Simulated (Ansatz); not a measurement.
# Comparing deformations in KTaO₃

Computed with Ansatz 0.2.0, DFT r2SCAN, scalar-relativistic, plane waves, PAW. Settings: plane waves to 500 eV, k-mesh 6×6×6 (Γ-centred), Gaussian smearing 0.05 eV. Spin–orbit coupling is left out, which can shift energies with elements as heavy as these. No spin polarisation. Energies are free energies at this smearing, counted from the undisturbed cell; pressure is positive in compression.

Zero of the scan (as given, not relaxed at this level; it stands at 0.3 GPa):

```
CELL_PARAMETERS angstrom
3.98830 0.00000 0.00000
0.00000 3.98830 0.00000
0.00000 0.00000 3.98830
ATOMIC_POSITIONS crystal
K 0.50000 0.50000 0.50000
Ta 0.00000 0.00000 0.00000
O 0.50000 0.00000 0.00000
O 0.00000 0.50000 0.00000
O 0.00000 0.00000 0.50000
```

The cell is strained by ε times a Voigt pattern (xx, yy, zz, yz, xz, xy; engineering shear) with fractional coordinates fixed. τ = (1/V0) dE/dε comes from the stress tensor. Of each scan, only the three points used here are listed.

| pattern | ε | τ (GPa) |
| --- | --- | --- |
| (1, 0, 0, 0, 0, 0) | -0.0250 | -13.56 |
| (1, 0, 0, 0, 0, 0) | 0.0000 | -0.30 |
| (1, 0, 0, 0, 0, 0) | 0.0250 | 9.89 |
| (1, 1, 0, 0, 0, 0) | -0.0250 | -31.77 |
| (1, 1, 0, 0, 0, 0) | 0.0000 | -0.59 |
| (1, 1, 0, 0, 0, 0) | 0.0250 | 23.51 |
| (0, 0, 1, 0, 0, 0) | -0.0250 | -13.56 |
| (0, 0, 1, 0, 0, 0) | 0.0000 | -0.30 |
| (0, 0, 1, 0, 0, 0) | 0.0250 | 9.89 |

Question: Which constants do the scans give, and which deformation costs least for the same size of strain tensor?

Answer: The slope dτ/dε at zero (parabola through three points) is pᵀCp: (1, 0, 0, 0, 0, 0) gives C11 = 469 GPa; (1, 1, 0, 0, 0, 0) gives 2(C11 + C12) = 1105 GPa; (0, 0, 1, 0, 0, 0) gives C11 = 469 GPa. The size of the strain tensor, ε:ε, is ε² times 1.0, 2.0, 1.0. Per unit of it the stiffnesses are 469, 553, 469 GPa, so (0, 0, 1, 0, 0, 0) is the softest of these, level with (1, 0, 0, 0, 0, 0) (alike by symmetry): at ε:ε = (1 %)² the quadratic term costs 1.86 meV/atom against 2.19 for the stiffest.

Question: What else follows for this cubic crystal?

Answer: From the unrounded slopes C11 = 468.9 and C12 = 83.8 GPa, so B = (C11 + 2 C12)/3 = 212 GPa and the Poisson ratio for a pull along a cube edge is C12/(C11 + C12) = 0.15.

Symmetry holds off the tilts and polar distortions that many cubic perovskites undergo.